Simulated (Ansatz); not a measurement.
CaScO$_{2}$F:
```xyz
5
Lattice="4.0760 0.0000 0.0000 0.0000 4.0760 0.0000 0.0000 0.0000 3.9752" Properties=species:S:1:pos:R:3 pbc="T T T"
Ca     2.0380     2.0380     1.9876
Sc     0.0000     0.0000     0.0000
O      2.0380     0.0000     0.0000
O      0.0000     2.0380     0.0000
F      0.0000     0.0000     1.9876
```

Relaxed with r²SCAN.

### Question
Map the electron localisation function on the plane through (0.000, 0.000, 0.000) spanned by u = [1, 0, 0] and v = [0, 0, 1] in lattice vectors, from the program Ansatz at the r²SCAN level (PAW).

### Answer
x is the fraction of u, y of v (the angle between them is 90°; rows are the nearest grid lines); atoms in the plane: Sc at (0.00, 0.00), O at (0.50, 0.00), F at (0.00, 0.50).
```
y \ x  0.000  0.100  0.200  0.250  0.350  0.450  0.550  0.650  0.750  0.800  0.900   1.00
-----  -----  -----  -----  -----  -----  -----  -----  -----  -----  -----  -----  -----
1.00   0.024  0.555  0.410  0.172  0.835  0.460  0.460  0.835  0.172  0.410  0.555  0.024
0.900  0.543  0.695  0.239  0.137  0.811  0.756  0.756  0.811  0.137  0.239  0.695  0.543
0.850  0.727  0.646  0.108  0.110  0.754  0.807  0.807  0.754  0.110  0.108  0.646  0.727
0.750  0.103  0.067  0.033  0.044  0.412  0.656  0.656  0.412  0.044  0.033  0.067  0.103
0.700  0.488  0.371  0.102  0.042  0.162  0.473  0.473  0.162  0.042  0.102  0.371  0.488
0.600  0.765  0.807  0.590  0.254  0.031  0.074  0.074  0.031  0.254  0.590  0.807  0.765
0.550  0.579  0.786  0.689  0.403  0.031  0.026  0.026  0.031  0.403  0.689  0.786  0.579
0.450  0.579  0.786  0.689  0.403  0.031  0.026  0.026  0.031  0.403  0.689  0.786  0.579
0.400  0.765  0.807  0.590  0.254  0.031  0.074  0.074  0.031  0.254  0.590  0.807  0.765
0.300  0.488  0.371  0.102  0.042  0.162  0.473  0.473  0.162  0.042  0.102  0.371  0.488
0.250  0.103  0.067  0.033  0.044  0.412  0.656  0.656  0.412  0.044  0.033  0.067  0.103
0.150  0.727  0.646  0.108  0.110  0.754  0.807  0.807  0.754  0.110  0.108  0.646  0.727
0.100  0.543  0.695  0.239  0.137  0.811  0.756  0.756  0.811  0.137  0.239  0.695  0.543
0.000  0.024  0.555  0.410  0.172  0.835  0.460  0.460  0.835  0.172  0.410  0.555  0.024
```

The density is the valence pseudo-density with augmentation charge, so density and ELF within about 1 Å of a nucleus are not all-electron values.

Space group P4/mmm. The start of the workflow was typed in or built on a structure type; neither database checked (COD, Materials Project) lists it. Its standing as an ambient phase is unchecked. The cell was relaxed with r²SCAN under the symmetry of its start; whether a distortion lowers the energy is not shown. No spin polarisation was allowed.

Potentials: the earlier of the program's two PAW sets. The files were generated under PBE; for other functionals the program regenerates the frozen cores, and for LDA and PBEsol the local potential too.
